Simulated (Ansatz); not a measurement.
Bi2Te2Pb2S3: field gradients against cell size

Reference cell: a COD entry (perhaps calculated rather than measured), its atoms then relaxed with PBE in this cell.

```
Bi Te Pb S
1.0
     4.26052    0.00000    0.00000
    -2.13026    3.68972    0.00000
     0.00000    0.00000   33.81797
Bi Te Pb S
4 4 4 6
Direct
  0.33333 0.66667 0.20293
  0.66667 0.33333 0.79707
  0.33333 0.66667 0.39807
  0.66667 0.33333 0.60193
  0.33333 0.66667 0.74408
  0.66667 0.33333 0.25592
  0.00000 0.00000 0.34507
  0.00000 0.00000 0.65493
  0.33333 0.66667 0.89896
  0.66667 0.33333 0.10104
  0.00000 0.00000 0.00000
  0.00000 0.00000 0.50000
  0.00000 0.00000 0.84882
  0.00000 0.00000 0.15118
  0.33333 0.66667 0.05044
  0.66667 0.33333 0.94956
  0.33333 0.66667 0.55024
  0.66667 0.33333 0.44976
```

Atoms are numbered from 1 in the order listed; like atoms form one site, named after its first atom.

All values are calculated (Ansatz; DFT, PBE, plane waves and PAW, scalar-relativistic, 420 eV cutoff, Γ-centred 8×8×1 k-points, Fermi–Dirac smearing 0.02 eV), not measured.

The cell is scaled uniformly, and the ions relax again at each size. Five of the sites with a gradient are followed.

```json
{"V/V₀": "0.97", "Bi1 V_zz (η)": "0.13 (0.00)", "Bi3 V_zz (η)": "0.054 (0.00)", "Te5 V_zz (η)": "3.17 (0.00)", "Te7 V_zz (η)": "3.24 (0.00)", "Pb9 V_zz (η)": "0.48 (0.00)"}
{"V/V₀": "0.98", "Bi1 V_zz (η)": "?", "Bi3 V_zz (η)": "?", "Te5 V_zz (η)": "?", "Te7 V_zz (η)": "?", "Pb9 V_zz (η)": "?"}
{"V/V₀": "1.00", "Bi1 V_zz (η)": "-0.73 (0.00)", "Bi3 V_zz (η)": "-0.78 (0.00)", "Te5 V_zz (η)": "0.95 (0.00)", "Te7 V_zz (η)": "1.06 (0.00)", "Pb9 V_zz (η)": "0.70 (0.00)"}
{"V/V₀": "1.03", "Bi1 V_zz (η)": "-1.58 (0.00)", "Bi3 V_zz (η)": "-1.62 (0.00)", "Te5 V_zz (η)": "-1.35 (0.00)", "Te7 V_zz (η)": "-1.20 (0.00)", "Pb9 V_zz (η)": "1.08 (0.00)"}
```

Task: Fill in the row for V/V₀ = 0.98 (V_zz in 10²¹ V/m²).

Result: Bi1: -0.088 (0.00), Bi3: -0.14 (0.00), Te5: 2.52 (0.00), Te7: 2.62 (0.00), Pb9: 0.46 (0.00). 

Spin–orbit coupling is left out, which shifts gradients on Bi and Pb by a few per cent in wide-gap crystals, and can shift them far more where the calculated gap is small or absent, as here. With a gap of 0.4 eV on this mesh, small gradients can still move by 0.1 × 10²¹ V/m² or more as the k-mesh gets denser.
